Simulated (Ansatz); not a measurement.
VN (rock salt, space group No. 225), a = 4.0427 Å, b = 4.0427 Å, c = 4.0427 Å, α = 90.00°, β = 90.00°, γ = 90.00°; the cell used has 2 atoms.

Relaxed with LDA.

Problem. Decompose the optical modes at the zone centre into irreducible representations, and say which are infrared and Raman allowed.

Solution. Point group m-3m: Γ_opt = T1u. Infrared: T1u. Raman: none.

Problem. Assign frequencies (DFPT, LDA in the plane-wave PAW code Ansatz).

Solution. T1u 411 cm⁻¹.

Space group Fm-3m (rock salt). The LDA relaxation kept the symmetry of its start. The run is not spin-polarised. As this level gives no gap, phonon frequencies hold no LO–TO term and depend on the k-mesh and smearing (Fermi–Dirac, 0.1 eV here).

Potentials: the earlier of the program's two PAW sets. The files were generated under PBE; for other functionals the program regenerates the frozen cores, and for LDA and PBEsol the local potential too.
